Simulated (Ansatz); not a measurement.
Given:

AlGaAs2:
```xyz
4
Lattice="4.0142 0.0000 0.0000 0.0000 4.0142 0.0000 0.0000 0.0000 5.6662" Properties=species:S:1:pos:R:3 pbc="T T T"
Ga     0.0000     0.0000     0.0000
As     2.0071     0.0000     1.4202
Al     2.0071     2.0071     2.8331
As     0.0000     2.0071     4.2460
```

This is the r²SCAN-relaxed structure. Tensor components refer to the Cartesian frame of this cell.

Problem. All from DFT-r²SCAN in the program Ansatz with PAW potentials, unless another level is named. Give the Debye temperature from the elastic constants.

Solution. 374 K.

Problem. Predict the piezoelectric stress constants (proper, relaxed ions, C/m²).

Solution. e15 = -0.16, e24 = 0.16, e31 = -0.14, e32 = 0.14.

Problem. Predict the elastic constants (relaxed ions, GPa).

Solution. C11 = 144, C12 = 25.6, C13 = 52.8, C33 = 117, C44 = 58.8, C66 = 32.0.

Space group P-4m2. The start of the workflow was typed in or built on a structure type; neither database checked (COD, Materials Project) lists it. Whether it is the stable phase at ambient conditions was not checked. The cell was relaxed with r²SCAN under the symmetry of its start; whether a distortion lowers the energy is not shown. Signs of piezoelectric constants follow the polarity of the cell as given.

Potentials: the later of the program's two PAW sets.
